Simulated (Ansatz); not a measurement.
AlN:
```cif
data_AlN
_chemical_formula_sum 'Al1 N1'
_space_group_name_H-M_alt 'P 1'
_space_group_IT_number 1
_cell_length_a 3.09511
_cell_length_b 3.09511
_cell_length_c 3.09511
_cell_angle_alpha 60.000
_cell_angle_beta 60.000
_cell_angle_gamma 60.000
loop_
_space_group_symop_operation_xyz
  'x, y, z'
loop_
_atom_site_label
_atom_site_type_symbol
_atom_site_fract_x
_atom_site_fract_y
_atom_site_fract_z
_atom_site_occupancy
Al1 Al 0.00000 0.00000 0.00000 1
N1 N 0.25000 0.25000 0.25000 1
```

This is the PBEsol-relaxed structure.

Problem. All from PBEsol in the plane-wave PAW code Ansatz, unless another level is named. Estimate the electron effective mass.

Solution. 0.32, 0.32, 0.52 mₑ (principal values).

Problem. Next, the smallest direct gap on the standard path?

Solution. 4.06 eV.

Problem. What about the hole effective mass, band 2 of 3 at the edge?

Solution. 1.4 along [100], 1.4 along [110], 4.3 along [111] (mₑ).

Problem. What about the HSE06 gap on the PBEsol cell?

Solution. 4.55 eV.

Space group F-43m (zinc blende). The PBEsol relaxation kept the symmetry of its start.

Potentials: the earlier of the program's two PAW sets. The files were generated under PBE; for other functionals the program regenerates the frozen cores, and for LDA and PBEsol the local potential too.
